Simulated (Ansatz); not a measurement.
The cell below belongs to a search over invented structures; it isn't taken from experiment.

Input and command of a plane-wave DFT calculation in Ansatz:

```yaml
crystal:
  lattice:
    - [3.08866097, -4.61320592, 0.0]
    - [3.08866097, 4.61320592, 0.0]
    - [0.0, 0.0, 6.64638675]
  atoms:
    - { symbol: Pr, position: [0.0, 0.0, 0.0] }
    - { symbol: In, position: [0.0, 0.0, 0.5] }
    - { symbol: Br, position: [0.33755955, 0.66244045, 0.16510897] }
    - { symbol: Br, position: [0.66244045, 0.33755955, 0.16510897] }
    - { symbol: Br, position: [0.66244045, 0.33755955, 0.83489103] }
    - { symbol: Br, position: [0.33755955, 0.66244045, 0.83489103] }
basis:
  ecutwfc: 660
kpoints:
  mp_grid: { grid: [3, 3, 2] }
hamiltonian:
  xc: pbe
  pseudopotentials:
    kind: paw
    azcp: { Pr: "pseudopotentials/pbe/nc/lanthanide_3plus/Pr.nc.azcp" }
scf:
  occupations: { method: gaussian, width: 0.15 }
  lower_state_search: "off"
output:
  forces: true
  stress: true
  eigenvalues: true
relax:
  adjacent_minimum: "off"
  f_tol: 0.08
  max_steps: 16
  cell: { stress_tol: 0.8 }
```

```bash
ansatz run input.yaml --threads 1 --pin off --max-ram 2816MiB --backend cpu --events-out ev --progress --plain --runs-dir out
```

Processor: Arm Neoverse V2, 1 thread, on a host shared with other jobs.

Problem. Estimate time, memory and problem size.

Solution. About 2 min, peak memory 0.61 GiB. It solves 32 bands at 8 k points (after reduction by symmetry) with about 11345 plane waves (on the last cell), in 101 SCF iterations over 15 ionic steps.

With its 4f electrons in the core of a norm-conserving potential, the lanthanide is trivalent by construction, without f bands, f moments or other valences.
